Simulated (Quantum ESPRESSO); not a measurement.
# Zr3MoSc2AlRu: one composition in several site orders

Computed values, not a measurement. The program is pw.x of Quantum ESPRESSO 7.5 (plane-wave density functional theory). The cell is made up: eight metal atoms on a face-centred cubic lattice, with elements, volume, strain and displacements drawn at random and not relaxed, so it may be unstable or far from any real phase. PseudoDojo standard norm-conserving files set the functional (PBE unless stated); there is no spin polarisation or spin-orbit coupling, the Fermi-Dirac width of 0.25 eV means electrons at about 2900 K, and the masses in the input are unused placeholders. A spin test at this wide smearing found no moment, but such smearing suppresses magnetism that the real alloy may have.

The runs put one composition on the sites in different orders. Cell, positions, cutoff, mesh and smearing stay as in the input of run 1; sites are counted in its order. Stress in the tables is positive in tension.

Input of run 1:

```
&control calculation='scf', pseudo_dir='./dojo.nc.sr.pbe.v0_5.standard.upf', outdir='./o', disk_io='minimal', tprnfor=.true., tstress=.true. /
&system ibrav=0, nat=8, ntyp=5, nbnd=63, ecutwfc=84.00895049, nosym=.true., tot_charge=0,
 occupations='smearing', smearing='fd', degauss=0.0183746611
/
&electrons conv_thr=1.470e-08, electron_maxstep=70, mixing_beta=0.5 /
ATOMIC_SPECIES
Al 1.0 Al.upf
Mo 1.0 Mo.upf
Ru 1.0 Ru.upf
Sc 1.0 Sc.upf
Zr 1.0 Zr.upf
CELL_PARAMETERS angstrom
0.0081 4.3457 4.4593
4.389 0.0157 4.4518
4.3967 4.3459 0.008
ATOMIC_POSITIONS angstrom
Zr 0.0032 0.0213 -0.0391
Mo 2.2207 2.1759 -0.0059
Sc 2.1947 0.0275 2.2108
Sc 4.3474 2.2261 2.2316
Zr -0.0312 2.2015 2.1762
Al 2.1875 4.3841 2.2303
Ru 2.1561 2.1818 4.473
Zr 4.3598 4.3525 4.4411
K_POINTS automatic
5 5 5 1 1 1
```

```
run  elements on sites 1 to 8  free energy less that of run 1 (eV)  -TS (eV)  pressure (GPa)  stress xx (GPa)  stress yy (GPa)  stress zz (GPa)  stress yz (GPa)  stress xz (GPa)  stress xy (GPa)  iterations
  1   Zr Mo Sc Sc Zr Al Ru Zr                                0.000    -2.092           -6.99             9.53             6.47             4.96             0.21            -0.35             0.14          17
  2   Zr Sc Zr Mo Ru Al Zr Sc                                0.193    -2.174           -6.51             5.76             5.81             7.95            -0.03            -0.20            -0.01          17
  3   Sc Zr Zr Mo Sc Ru Al Zr                                0.684    -2.190           -6.34             6.61             6.05             6.36             1.03             0.58             2.08          16
  4   Al Ru Mo Zr Sc Zr Sc Zr                                0.799    -2.246           -6.27             6.64             5.91             6.27             2.27            -0.72            -0.45          18
  5   Al Zr Sc Zr Mo Ru Zr Sc                                0.592    -2.141           -6.84             6.68             6.44             7.38            -0.34             0.32            -1.85          18
  6   Ru Zr Mo Al Zr Sc Zr Sc                                0.674    -2.213           -6.46             6.38             7.41             5.60             0.69            -2.04            -0.86          18
```

Forces Fx Fy Fz (eV/Å):

```
site             run 1             run 2              run 3              run 4              run 5              run 6
   1   0.01 -0.06 0.22   -0.15 0.07 0.11     0.01 0.05 0.02    -0.14 0.02 0.12    -0.02 0.01 0.03    -0.01 0.01 0.04
   2  -0.06 0.07 -0.06  -0.10 0.24 -0.03   -0.13 0.13 -0.01   -0.02 0.02 -0.02   -0.21 0.17 -0.20   -0.18 0.23 -0.01
   3   -0.21 0.06 0.03   -0.08 0.00 0.10    -0.16 0.04 0.06    -0.11 0.01 0.00   -0.11 -0.05 0.06   -0.02 -0.04 0.06
   4  0.10 -0.17 -0.11  0.11 -0.16 -0.03  -0.01 -0.01 -0.04   0.11 -0.18 -0.10     0.07 0.00 0.02    0.12 -0.17 0.01
   5   0.12 -0.23 0.12  -0.02 -0.06 0.03    0.15 -0.19 0.15    0.24 -0.10 0.21    0.12 -0.05 0.13    0.20 -0.10 0.20
   6  -0.06 0.01 -0.16  0.02 -0.13 -0.09    0.02 0.00 -0.05  -0.13 -0.04 -0.01  -0.02 -0.02 -0.02  -0.18 -0.19 -0.02
   7   0.01 0.06 -0.09   0.04 0.12 -0.13   0.01 -0.04 -0.03   -0.05 0.06 -0.23   0.03 -0.09 -0.08   -0.07 0.17 -0.33
   8    0.09 0.26 0.04   0.16 -0.09 0.02    0.11 0.02 -0.10     0.11 0.21 0.04     0.14 0.04 0.05     0.15 0.08 0.04
```

The sites are displaced and not relaxed, so the energy differences mix bonding between neighbours with strain and are not ordering energies. A rerun of one cell of this series at a higher cutoff and on a denser mesh moved values by no more than 0.002 eV in energy, 0.02 GPa in stress and 0.003 eV/Å in force, and a second program with other atomic files agreed on that cell to 2 % rms in force and 0.5 GPa in pressure.